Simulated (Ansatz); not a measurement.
Data:

MgZnO₂:
```
CELL_PARAMETERS angstrom
      1.50290     0.86770     4.86959
     -1.50290     0.86770     4.86959
      0.00000    -1.73540     4.86959
ATOMIC_POSITIONS crystal
  Mg 0.00000 0.00000 0.00000
  Zn 0.50000 0.50000 0.50000
  O  0.25208 0.25208 0.25208
  O  0.74792 0.74792 0.74792
```

This is the PBEsol-relaxed structure. x, y and z are the axes in which the lattice vectors are written.

Problem. All from the program Ansatz at the PBEsol level (PAW), unless another level is named. Predict the Hill bulk and shear moduli.

Solution. 171 and 84.4 GPa.

Problem. Predict the elastic constants (relaxed ions, GPa).

Solution. C11 = 308, C12 = 109, C13 = 97.2, C14 = -25.1, C33 = 318, C44 = 69.1.

Space group R-3m. The first step of the workflow began from a Materials Project structure, measured or hypothetical; the Crystallography Open Database copy checked does not list it. With Mg and Zn taken as one species the cell has the higher symmetry Fm-3m, so it may be an ordered model of a mixed-site phase. Whether it is the stable phase at ambient conditions was not checked. The cell was relaxed with PBEsol under the symmetry of its start; of distortions, only those at the zone centre were tested.

Potentials: the later of the program's two PAW sets.
